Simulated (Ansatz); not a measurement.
W$_{2}$C in space group P4/nmm (No. 129; W on 2a, W on 2c, C on 2c) at seven volumes, PBE (plane waves, PAW; program Ansatz), shape and atoms relaxed at each. One row is withheld.

```tsv
V (Å³/atom)	P (GPa)
11.483	34.17
11.862	20.76
12.241	9.43
12.619	0.01
12.998	-7.80
13.376	-14.36
13.755	?
```

**Question.** Fit the shown pressures and predict the withheld one.

**Answer.** P = (3/2)B₀(x^(7/2) − x^(5/2))[1 + (3/4)(B′ − 4)(x − 1)] with x = (V₀/V)^(2/3). Least squares on the six rows gives V₀ = 12.621 Å³/atom, B₀ = 286 GPa, B′ = 4.97. At V = 13.755, x = 0.9443 and P = -19.88 GPa. The run itself gave -19.97 GPa.

A made-up cell: these elements were put on the sites of a structure type; neither database checked (COD, Materials Project) lists it. Whether it is the stable phase at ambient conditions was not checked. The PBE relaxation kept the symmetry of its start; its stability against distortions is not shown here. No spin polarisation was allowed. Spin–orbit coupling is left out wherever it is not named.

Potentials: the later of the program's two PAW sets.
